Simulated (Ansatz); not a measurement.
WB₂ (space group P6_3/mmc)

```
CELL_PARAMETERS angstrom
      3.00258     0.00000     0.00000
     -1.50129     2.60031     0.00000
      0.00000     0.00000    13.92404
ATOMIC_POSITIONS crystal
  B  0.33333 0.66667 0.52344
  B  0.66667 0.33333 0.47656
  B  0.66667 0.33333 0.02344
  B  0.33333 0.66667 0.97656
  B  0.00000 0.00000 0.25000
  B  0.00000 0.00000 0.75000
  B  0.66667 0.33333 0.25000
  B  0.33333 0.66667 0.75000
  W  0.33333 0.66667 0.13563
  W  0.66667 0.33333 0.86437
  W  0.66667 0.33333 0.63563
  W  0.33333 0.66667 0.36437
```

The volume is varied about the relaxed value V₀ at fixed cell shape. The atoms relax within the cell's symmetry.

Calculation: PBEsol (plane waves to 420 eV, PAW, scalar-relativistic; Ansatz, an electronic-structure program). k mesh 14×14×3 (Γ-centred), Fermi-Dirac smearing 0.05 eV. The energy includes the smearing's −TS. Stress and pressure are positive under compression. With the shape held, the modulus is that of even scaling; a crystal free to change shape is softer. Spin-orbit coupling is left out, though W is heavy. WB2 is run without spin polarisation. WB2 was relaxed with its symmetry unable to fall. The zero of ΔE is the relaxed starting cell. The last digit holds for this mesh only.

```tsv
V (Å³/atom)	ΔE (meV/atom)
8.516	38.2
8.652	20.9
8.788	withheld
8.924	2.2
9.060	0.0
9.195	2.1
9.331	8.2
9.467	18.0
9.603	31.2
```

Fit a third-order Birch-Murnaghan form (E₀, V₀, B₀, B₀′ free) to the given rows and predict ΔE at V = 8.788.

Least squares on the 8 given rows: ΔE = E₀ + (9V₀B₀/16)·y²·[2 + (B₀′ − 4)y], y = (V₀/V)^(2/3) − 1, with V₀ = 9.059 Å³/atom, B₀ = 338.2 GPa (160.2 GPa = 1 eV/Å³; the term in eV is multiplied by 1000), B₀′ = 4.12, E₀ = 0.01 meV/atom; root-mean-square residual 0.01 meV/atom. At 8.788 the fit gives 9.0 meV/atom; the calculation gives 9.1 meV/atom, so the interpolation is off by -0.1 (-1.1 %). For the pressure the fit gives 10.9 GPa against the computed 11.0 GPa.

(Under strain, the slope of the energy per volume gives the stress and its curvature an elastic modulus.)
